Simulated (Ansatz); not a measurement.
According to DFT-PBEsol in the program Ansatz with PAW potentials, AlPd in the rock salt structure (Fm-3m) relaxes to a = 5.068 Å. Pd has 6 nearest neighbours from 2.53 Å (octahedral); Al has 6 nearest neighbours from 2.53 Å (octahedral). Against the elements it lies at -0.39 eV/atom, with no fitted shifts.

Electronic character: metallic (no gap). Gap from PBEsol with spin–orbit coupling: none (metallic).

The bulk modulus is 122 GPa. The relaxed-ion elastic constants in GPa are C11 = 235, C12 = 66.5, C44 = -16.8. The highest mode at Γ lies at 230 cm⁻¹.

The start of the workflow was typed in or built on a structure type; neither database checked (COD, Materials Project) lists it. Its standing as an ambient phase is unchecked. The cell was relaxed with PBEsol under the symmetry of its start. At this level the phase is mechanically unstable. The run is not spin-polarised. As this level gives no gap, shear constants depend on the k-mesh and smearing (Fermi–Dirac, 0.1 eV here). As this level gives no gap, phonon frequencies hold no LO–TO term and depend on the k-mesh and smearing (Fermi–Dirac, 0.1 eV here). The references are the lowest solids computed at this level, not always the standard phases. Spin–orbit coupling is left out wherever it is not named.

Potentials: the later of the program's two PAW sets.
